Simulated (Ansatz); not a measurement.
Input file for Ansatz (a quantum-chemistry and plane-wave program):

Ansatz 0.2 input:
```yaml
crystal:
  lattice:
    - [1.9544909396, 1.1284258701, 7.2369560819]
    - [-1.9544909396, 1.1284258701, 7.2369560819]
    - [0.0, -2.2568517402, 7.2369560819]
  atoms:
    - { symbol: Lu, position: [0.5, 0.5, 0.5] }
    - { symbol: K, position: [0.0, 0.0, 0.0] }
    - { symbol: S, position: [0.2334107557, 0.2334107557, 0.2334107557] }
    - { symbol: S, position: [0.7665892443, 0.7665892443, 0.7665892443] }
kpoints:
  mp_grid: { grid: [8, 8, 8] }
hamiltonian:
  xc: pbesol
  pseudopotentials: { kind: paw }
scf:
  occupations: { method: fixed }
phonons:
  method: dfpt
  response_accuracy: low
  eigenvectors: true
  rigid_motions: translations
  dielectric: true
```

Output (shortened):

```
Pseudopotential: Lu, paw, valence charge 25
Pseudopotential: K, paw, valence charge 9
Pseudopotential: S, paw, valence charge 6
Functional definition: PBEsol
Crystal: 4 atoms, lattice volume = 95.767 Å³
Basis set: ecut = 420 eV, 1897 PW (Γ), exchange–correlation on 108×108×108 points (8 copies of the dense FFT grid, shifted against one another)
Bands: 28, of which v1, the nominal top of the filled ones, is band 23 counted from 1 (22 counted from 0)
Symmetry: 12 space group operations
k-points: 150 of 512 (irreducible under 2 space group operations, time reversal used)
SCF iter   1: F=—  HF=-17904.860191 eV  |F-HF|=—  |Δ(HF+E_count)|=         —  Δρ=4.68e-3  dr2=3.66e-2  ethr=1.77e-3  ⟨swp⟩=5.4  Hψ=17215  notcnv=0  defer=364
preconditioner: auto → Resta (q_TF=auto, 2.414 Å⁻¹)
SCF iter   2: F=—  HF=-17904.849410 eV  |F-HF|=—  |Δ(HF+E_count)|=   1.08e-2  Δρ=2.00e-3  dr2=6.12e-3  ethr=7.96e-5  ⟨swp⟩=3.1  Hψ=9419  notcnv=0  defer=447
SCF iter   3: F=—  HF=-17904.848299 eV  |F-HF|=—  |Δ(HF+E_count)|=   1.11e-3  Δρ=6.08e-4  dr2=3.22e-4  ethr=1.33e-5  ⟨swp⟩=3.8  Hψ=7279  notcnv=0  defer=448
SCF iter   4: F=—  HF=-17904.848374 eV  |F-HF|=—  |Δ(HF+E_count)|=   7.53e-5  Δρ=3.67e-4  dr2=1.14e-4  ethr=7.00e-7  ⟨swp⟩=3.0  Hψ=10324  notcnv=0  defer=447
SCF iter   5: F=—  HF=-17904.848312 eV  |F-HF|=—  |Δ(HF+E_count)|=   6.26e-5  Δρ=1.12e-4  dr2=1.88e-5  ethr=2.48e-7  ⟨swp⟩=3.0  Hψ=9180  notcnv=0  defer=440
SCF iter   6: F=—  HF=-17904.848324 eV  |F-HF|=—  |Δ(HF+E_count)|=   1.24e-5  Δρ=4.91e-5  dr2=2.69e-6  ethr=4.09e-8  ⟨swp⟩=2.3  Hψ=7548  notcnv=0  defer=346
SCF iter   7: F=—  HF=-17904.848301 eV  |F-HF|=—  |Δ(HF+E_count)|=   2.36e-5  Δρ=1.39e-5  dr2=2.93e-7  ethr=5.85e-9  ⟨swp⟩=2.0  Hψ=6999  notcnv=0  defer=210
SCF iter   8: F=—  HF=-17904.848301 eV  |F-HF|=—  |Δ(HF+E_count)|=   3.19e-7  Δρ=3.26e-6  dr2=1.92e-8  ethr=6.38e-10  ⟨swp⟩=2.2  Hψ=7500  notcnv=0  defer=213
SCF iter  11: F=-17904.848301 eV  HF=-17904.848301 eV  |F-HF|=7.28e-12  |Δ(HF+E_count)|=  3.64e-12  Δρ=1.26e-7  dr2=1.29e-11  ethr=1.00e-12  ⟨swp⟩=16.5  Hψ=41362  notcnv=0
SCF 1 converged in 11 iterations: F = -17904.848301 eV  dr2 = 1.29e-11
NSCF: frozen V_eff on 5 k-points
DFPT response loops at Γ: preconditioner auto → Resta (q_TF=auto, 2.414 Å⁻¹)  ε∞=5.3 (no band partly filled) …
── the response to a field inside a basis, on 10×10×10 k-points: an SCF that follows is theirs, and a resumed run solves both again ──
Crystal: 4 atoms, lattice volume = 95.767 Å³
Bands: 24, of which v1, the nominal top of the filled ones, is band 23 counted from 1 (22 counted from 0)
k-points: 110 of 1000
SCF iter   1: F=—  HF=-17904.836744 eV  |F-HF|=—  |Δ(HF+E_count)|=         —  Δρ=1.21e-4  dr2=2.47e-6  ethr=1.00e-1
preconditioner: auto → Resta (q_TF=auto, 2.414 Å⁻¹)
SCF iter   2: F=—  HF=-17904.836747 eV  |F-HF|=—  |Δ(HF+E_count)|=   2.85e-6  Δρ=6.86e-5  dr2=1.13e-6  ethr=5.38e-9
SCF iter   3: F=—  HF=-17904.836748 eV  |F-HF|=—  |Δ(HF+E_count)|=   8.56e-7  Δρ=3.48e-5  dr2=2.37e-7  ethr=2.45e-9
SCF iter   4: F=-17904.836748 eV  HF=-17904.836748 eV  |F-HF|=4.28e-9  |Δ(HF+E_count)|=   2.72e-7  Δρ=3.55e-6  dr2=8.89e-9  ethr=5.16e-10
SCF 1 converged in 4 iterations: F = -17904.836748 eV  dr2 = 8.89e-9
DFPT response loops at Γ: mixed as the last ones told, above
SCF converged after 11 iterations
Free energy (F): -17904.848301 eV
Harris-Foulkes:  -17904.848301 eV  (|F-HF|=7.28e-12)
Internal energy: -17904.848301 eV  (E = F + TS)
E sigma→0 (E₀):  -17904.848301 eV
Fermi energy:    7.312999 eV
--- Per-component energies (eV) ---
  E_band       = -177.284363
  E_kinetic    = 889.355603
  E_local      = -9508.892421  (includes V_loc(G=0)·N_el)
  E_nonlocal   = 652.111258
  E_hartree    = 4039.339473
  E_xc         = -544.917515
  E_vxc        = -599.499192  (∫ρ·V_xc dr)
  E_paw        = -9185.198945  (= ΣΔE_a)
  E_vpaw       = 310.961407  (= ΣTr[D̂ρ^β])
  E_aug_tail   = 0.000029  (compensation charges beyond the density's cutoff)
  E_ewald      = -4248.069733
  E_core_change = 1.423951  (= ΣΔE_core)
  E_smearing   =  0.000000  (= −TS)
  E_closure    =  0.000000  (closes the sum)
  Σ components = -17904.848301   (vs F -17904.848301, Δ=0.00e0)
  [band-id]    e_kinetic+e_local+e_nonlocal+2·e_hartree+e_vxc+e_vpaw+e_augmentation_tail = -177.284371   (vs E_band -177.284363, Δ=-8.03e-6)
--- Band table (eV; the first three rows and the last of 150) ---
  k-point 0: bands = ["-47.5759", "-21.6088", "-18.3379", "-18.2237", "-18.2237", "-5.4517", "-5.0888", "-5.0888", "-4.6058", "-3.2481", "3.6190", "3.6190", "3.6297", "3.6677", "3.6888", "3.6888", "3.7193", "3.7819", "5.4911", "5.4911", "6.9539", "7.3130", …
  k-point 1: bands = ["-47.5754", "-21.6040", "-18.3332", "-18.2462", "-18.2285", "-5.4194", "-5.1847", "-5.1004", "-4.4289", "-3.3019", "3.6121", "3.6247", "3.6366", "3.6621", "3.6693", "3.6879", "3.7095", "3.9945", "5.2693", "5.5498", "6.5566", "6.9899", …
  k-point 2: bands = ["-47.5741", "-21.5924", "-18.3222", "-18.2996", "-18.2402", "-5.3647", "-5.3160", "-5.1281", "-4.0707", "-3.4137", "3.6003", "3.6372", "3.6411", "3.6624", "3.6745", "3.6868", "3.6907", "4.3559", "4.9193", "5.4562", "5.6671", "6.6841", …
  k-point 149: bands = ["-47.5759", "-21.6089", "-18.3377", "-18.2237", "-18.2237", "-5.6077", "-5.0889", "-5.0889", "-4.0968", "-3.6456", "3.6004", "3.6179", "3.6179", "3.6669", "3.6887", "3.6887", "3.7193", "4.2824", "5.5407", "5.5407", "6.0586", "7.1944", …
--- Phonons (Γ-DFPT): 6 representative perturbations + reference, on 150 of 512 k-points (Σ response iterations 19) ---
  ASR residual: 4.445e-4 → 0.000e0 eV/Å²; symmetrization residual: 2.699e-4 eV/Å²
  ASR residual per site (eV/Å²): 4.45e-4 7.60e-5 1.89e-4 1.89e-4
  Γ frequencies (cm⁻¹): 0.00 0.00 0.00 99.71 99.71 164.15 183.64 183.64 219.34 219.34 242.82 280.74
  ε∞ (high-frequency dielectric tensor):
        5.619165     0.000000     0.000000
        0.000000     5.619165     0.000000
        0.000000     0.000000     4.220214
  ε⁰ (static dielectric tensor: ions relaxed, cell fixed):
       14.220484     0.000000     0.000000
        0.000000    14.220484     0.000000
        0.000000     0.000000     7.750693
  ε⁰ − ε∞ (ionic part):
        8.601319     0.000000     0.000000
        0.000000     8.601319     0.000000
        0.000000     0.000000     3.530478
  softest optical mode at Γ: 99.71 cm⁻¹; the repairs (sum rule, projections) moved no ω² at Γ by more than (5.39 cm⁻¹)²
  Born effective charges Z* (e; rows j = field, columns β = displacement):
    site 0:
         4.23948    0.00000    0.00000
         0.00000    4.23948    0.00000
         0.00000    0.00000    1.73651
    site 1:
         1.00699    0.00000    0.00000
         0.00000    1.00699    0.00000
         0.00000    0.00000    1.78231
    site 2:
        -2.62324    0.00000    0.00000
         0.00000   -2.62324    0.00000
         0.00000    0.00000   -1.75941
    site 3:
        -2.62324    0.00000    0.00000
         0.00000   -2.62324    0.00000
         0.00000    0.00000   -1.75941
  Z* charge neutrality: 1.988e-3 e pre-enforcement
  solved inside a basis spanned on kpoints, on 10×10×10 k-points, its susceptibility summed on 12×12×12 …
  optical modes at Γ without the LO–TO term, one row a degenerate level:
      ω (cm⁻¹)  modes    IR ((D/Å)²/amu)
         99.71      2             0.1271
        164.15      1             2.2047
        183.64      2            25.6171
        219.34      2             0.0000
        242.82      1             4.5225
        280.74      1             0.0000
  optical modes at Γ + LO–TO along q̂ = [1.0000, 0.0000, 0.0000]:
      ω (cm⁻¹)  modes    IR ((D/Å)²/amu)
         99.71      1             0.0635
        100.11      1             0.0064
        164.15      1             2.2047
        183.64      1            12.8086
        219.34      2             0.0000
        242.82      1             4.5225
        280.74      1             0.0000
        290.97      1            12.8657
  optical modes at Γ + LO–TO along q̂ = [0.0000, 1.0000, 0.0000]:
      ω (cm⁻¹)  modes    IR ((D/Å)²/amu)
         99.71      1             0.0635
        100.11      1             0.0064
        164.15      1             2.2047
        183.64      1            12.8086
        219.34      2             0.0000
        242.82      1             4.5225
        280.74      1             0.0000
        290.97      1            12.8657
  optical modes at Γ + LO–TO along q̂ = [0.0000, 0.0000, 1.0000]:
      ω (cm⁻¹)  modes    IR ((D/Å)²/amu)
         99.71      2             0.1271
        181.68      1             0.5381
        183.64      2            25.6171
        219.34      2             0.0000
        280.74      1             0.0000
        297.32      1             6.1890
```

Cost: around 11 core-minutes (rough) on shared cores.

Space group R-3m. The workflow started from an entry of the Crystallography Open Database (COD, 301 K). Whether it is the stable phase at ambient conditions was not checked. The PBEsol relaxation kept the symmetry of its start; of distortions, only those at the zone centre were tested. Scalar-relativistic: spin–orbit coupling is off unless named, which matters more the heavier the elements.

Potentials: the later of the program's two PAW sets.

Ansatz is a plane-wave DFT program.
